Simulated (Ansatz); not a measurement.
H on a (100) slab of Si (Fd-3m (No. 227)), 6 planes, outer planes Si (top) and Si (bottom), its top face closed with F on dimers, its bottom face closed with H, 1 a cell of 58.8 Å², relaxed (it stands last):

```yaml
crystal:
  lattice:
    - [7.66719, 0.00000, 0.00000]
    - [0.00000, 7.66719, 0.00000]
    - [0.00000, 0.00000, 27.11228]
  atoms:
    - { symbol: Si, position: [0.50000, 0.25000, 0.32573] }
    - { symbol: Si, position: [0.50000, 0.75000, 0.32573] }
    - { symbol: Si, position: [0.00000, 0.25000, 0.32573] }
    - { symbol: Si, position: [0.00000, 0.75000, 0.32573] }
    - { symbol: Si, position: [0.50000, 0.50000, 0.37573] }
    - { symbol: Si, position: [0.50000, 0.00000, 0.37573] }
    - { symbol: Si, position: [0.00000, 0.50000, 0.37573] }
    - { symbol: Si, position: [0.00000, 0.00000, 0.37573] }
    - { symbol: Si, position: [0.75000, 0.50000, 0.42572] }
    - { symbol: Si, position: [0.75000, 0.00000, 0.42572] }
    - { symbol: Si, position: [0.25000, 0.50000, 0.42572] }
    - { symbol: Si, position: [0.25000, 0.00000, 0.42572] }
    - { symbol: Si, position: [0.75000, 0.75000, 0.47490] }
    - { symbol: Si, position: [0.75000, 0.25000, 0.47329] }
    - { symbol: Si, position: [0.25000, 0.75000, 0.47662] }
    - { symbol: Si, position: [0.25000, 0.25000, 0.47757] }
    - { symbol: Si, position: [0.99847, 0.75000, 0.52750] }
    - { symbol: Si, position: [0.99255, 0.25000, 0.52564] }
    - { symbol: Si, position: [0.50153, 0.75000, 0.52750] }
    - { symbol: Si, position: [0.50745, 0.25000, 0.52564] }
    - { symbol: Si, position: [0.90919, 0.00077, 0.57008] }
    - { symbol: Si, position: [0.90919, 0.49923, 0.57008] }
    - { symbol: Si, position: [0.59081, 0.00077, 0.57008] }
    - { symbol: Si, position: [0.59081, 0.49923, 0.57008] }
    - { symbol: H, position: [0.35176, 0.25000, 0.29098] }
    - { symbol: H, position: [0.35145, 0.75000, 0.29111] }
    - { symbol: H, position: [0.84915, 0.25000, 0.29190] }
    - { symbol: H, position: [0.84969, 0.75000, 0.29178] }
    - { symbol: H, position: [0.65085, 0.25000, 0.29190] }
    - { symbol: H, position: [0.65031, 0.75000, 0.29178] }
    - { symbol: H, position: [0.14824, 0.25000, 0.29098] }
    - { symbol: H, position: [0.14855, 0.75000, 0.29111] }
    - { symbol: F, position: [0.97688, 0.00502, 0.62661] }
    - { symbol: F, position: [0.97688, 0.49498, 0.62661] }
    - { symbol: F, position: [0.52312, 0.00502, 0.62661] }
    - { symbol: F, position: [0.52312, 0.49498, 0.62661] }
    - { symbol: H, position: [0.25000, 0.75000, 0.54688] }
```

Theory: Ansatz 0.2.0, DFT PBE+D3(BJ), scalar-relativistic, plane waves, PAW. Settings: cutoff 420 eV, Γ-centred mesh 2×2×1 on the computed 37-atom cell, Gaussian smearing of 0.05 eV; collinear spin. A dipole correction removes the field between periodic images along c.

It binds with 0.83 eV an atom against the clean slab and the free atom (no zero-point or thermal terms); its shortest contact is H–Si 1.91 Å. Take first-order desorption with no barrier to adsorption, no reaction on the face and an assumed prefactor of 10^13 s⁻¹.

**Question.** How long does an atom stay at 573 K?

**Answer.** τ = ν⁻¹·exp(E/k_BT) with k_BT = 0.0494 eV: E/k_BT = 16.8, so τ ≈ 2×10^-6 s. At about one hit a site a second (10⁻⁶ mbar) the coverage is near τ × 1 s⁻¹, so a layer needs roughly 5×10^-1 mbar.

**Question.** Where does its peak lie in a desorption experiment heated at 2 K/s?

**Answer.** The peak obeys E/(k_B·T_p²) = (ν/β)·exp(−E/k_BT_p). Solving gives T_p ≈ 306 K (E/k_BT_p = 31.5). An error of 0.1 eV in E moves it by about 37 K, and larger molecules have larger prefactors, which lowers it.

**Question.** Is this physisorption or chemisorption?

**Answer.** The tightest contact, H–Si 1.90 Å, is 1.34 times the sum of covalent radii. That is longer than a single bond, but an atom with an unpaired electron can share it over such a distance, so this is a weak bond rather than plain physisorption, and semilocal functionals tend to overbind it. Leaving as a molecule, with a second adsorbate or an atom of the face, can cost less than leaving alone, which these figures don't count.